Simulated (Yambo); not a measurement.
## Convergence of the G0W0 gap of MoF$_{6}$

G0W0@PBEsol for MoF6 (space group Im-3m, No. 229) in Yambo. Reference settings: 2×2×2 Γ-centred k mesh, bands 2 to 187 and a 7 Ry block in the screening, 187 bands in G with the Bruneval-Gonze terminator, plasmon pole fitted at 27.2 eV. The PBEsol gap Γ → N on this mesh is 4.31 eV; G0W0 gaps are taken between the same points.

```csv
change from the reference,G0W0 gap Γ → N (eV),shift of the valence edge (eV),rough Yambo cost
reference settings,8.66,-1.89,1
"75 bands in W, 75 bands in G",8.84,-1.81,about 1/2
"123 bands in W, 123 bands in G",8.73,-1.87,within a factor of two
75 bands in G,8.72,-1.90,–
123 bands in G,8.67,-1.90,–
90 bands in W,8.78,-1.82,within a factor of two
1 Ry block,10.57,-3.53,within a factor of two
3 Ry block,9.14,-2.32,within a factor of two
6 Ry block,8.72,-1.94,within a factor of two
pole fitted at 10 eV,8.48,-1.72,–
no random integration,8.48,-1.56,–
"75 bands in G, no terminator",9.03,-1.41,–
"123 bands in G, no terminator",8.85,-1.58,–
no terminator,8.75,-1.69,–
```

The reference isn't shown to be the converged limit. Costs are rough (shared machines), scaled to the same edge states, and given only for runs that recompute the screening.

Spin-orbit splittings are left out.

Geometry of the Materials Project entry, not relaxed at this level; primitive cell a = 5.4860 Å, b = 5.4860 Å, c = 5.4860 Å, α = 109.47°, β = 109.47°, γ = 109.47°.

The structure is a Materials Project entry; no match was found in the copy of COD used, and its stability was not checked.

A shift is the quasiparticle energy of the state minus its PBEsol energy.
